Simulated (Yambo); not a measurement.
How GW settings move the gap: Cs₂PdCl₄

G0W0@LDA for Cs$_{2}$PdCl$_{4}$ (space group P4/mmm, No. 123) in Yambo. Reference settings: 2×2×2 Γ-centred k mesh, bands 5 to 271 and a 6 Ry block in the screening, 271 bands in G with the Bruneval-Gonze terminator, plasmon pole fitted at 27.2 eV. The LDA gap M → M on this mesh is 1.62 eV; G0W0 gaps are taken between the same points.

| change from the reference | G0W0 gap M → M (eV) | shift of the valence edge (eV) | rough Yambo cost |
|---|---|---|---|
| reference settings | 4.15 | -1.23 | 1 |
| 103 bands in W, 103 bands in G | 4.17 | -1.00 | about 1/3 |
| 175 bands in W, 175 bands in G | 4.15 | -1.13 | within a factor of two |
| 103 bands in G | 4.16 | -1.16 | – |
| 175 bands in G | 4.17 | -1.21 | – |
| 1 Ry block | 4.85 | -1.55 | within a factor of two |
| 5 Ry block | 4.16 | -1.20 | within a factor of two |
| pole fitted at 55 eV | 4.20 | -1.28 | – |
| no random integration | 4.11 | -1.14 | – |
| 103 bands in G, no terminator | 4.17 | -0.57 | – |
| no terminator | 4.16 | -1.01 | – |

The reference isn't shown to be the converged limit. Costs are rough (shared machines), scaled to the same edge states, and given only for runs that recompute the screening.

Spin-orbit splittings are left out.

Geometry of the Materials Project entry, not relaxed at this level; primitive cell a = 7.5092 Å, b = 7.5092 Å, c = 4.6735 Å, α = 90.00°, β = 90.00°, γ = 90.00°.

A shift is the quasiparticle energy of the state minus its LDA energy.
